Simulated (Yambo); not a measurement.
BSE-type run in Yambo on a free-standing PtS₂ monolayer (symmetry P-3m1, slab cell 15.5 Å high), at finite momentum (a q point of the mesh, 1.03 1/Å).

Quantum ESPRESSO step (PBEsol, PseudoDojo standard norm-conserving files, scalar-relativistic):
```
&CONTROL
  calculation = 'nscf'
  pseudo_dir = './pseudo'
  outdir = './out'
/
&SYSTEM
  ibrav = 0
  nat = 3
  ntyp = 2
  ecutwfc = 84.0
  ecutrho = 336.0
  occupations = 'fixed'
  force_symmorphic = .true.
  nbnd = 50
  assume_isolated = '2D'
/
&ELECTRONS
  conv_thr = 3.0000000000000004e-09
  diago_full_acc = .true.
  diago_thr_init = 1e-08
/
ATOMIC_SPECIES
S 32.0600 S.upf
Pt 195.0840 Pt.upf
CELL_PARAMETERS angstrom
  3.534465137871   0.000000000000   0.000000000000
 -1.767232568935   3.060936598187   0.000000000000
  0.000000000000   0.000000000000  15.500000000000
ATOMIC_POSITIONS crystal
S   0.333333333000   0.666666667000   0.078468681300
S   0.666666666333   0.333333333667  -0.078468681300
Pt  -0.000000000000   0.000000000333   0.000000000000
K_POINTS automatic
18 18 1 0 0 0
```

Yambo input:
```
rim_cut
rim_w
optics
bse
bss
dipoles
em1s
RandQpts= 1000000
RandGvec= 2 Ry
CUTGeo= "slab z"
RandGvecW= 1000 mRy
FFTGvecs= 30 Ry
Chimod= "HARTREE"
BSKmod= "SEX"
BSEmod= "resonant"
BSSmod= "hs"
BSENGexx= 10 Ry
BSENGBlk= 3 Ry
% KfnQP_E
 1.155 | 1.0 | 1.0 |
%
% BSEQptR
 10 | 10 |
%
% BSEBands
 10 | 17 |
%
% BEnRange
 0.0 | 8.1 | eV
%
% BDmRange
 0.1 | 0.1 | eV
%
BEnSteps= 162
% BLongDir
 1.0 | 0.0 | 0.0 |
%
BSHayTrs= -0.02
BSSNEig= 24
WRbsWF
% BndsRnXs
 5 | 46 |
%
NGsBlkXs= 3 Ry
% LongDrXs
 1.0 | 1.0 | 0.0 |
%
```

From the report:

The dimension is k points × valence × conduction bands = 324 × 6 × 2 = 3888.
```
   [SLEPC] Approach                          : Krylov-Schur
   [SLEPC] Number of requested eigenvalues   :  24
   [SLEPC] Number of eigenvalues        [NEV]:  24
    [K] Dimension                                    :   3888
    [K] Bands                                        :  10  17
    [K] Exchange res                                 : yes
    [K] Correlation res                              : yes
    [K] W interaction is bare                        : no
    [K] RL vectors exchange                          :   623
    [K] RL vectors correlation                       :  107
    [W] Matrix size                                  :  107
    [W] Bands                                        :    5   46
    [W] Coulomb Cutoff                               : slab z
    [W] Hxc Kernel                                   : HARTREE
```
Lowest eigenvalues (eV; in brackets the number of states within 2 meV): 2.37 (1), 2.42 (1), 2.43 (1), 2.43 (1), 2.46 (1), 2.47 (1). They depend on the mesh, which isn't converged, and on the G0W0 scissor.

Spin-orbit coupling is not included.

Geometry relaxed with PBEsol.
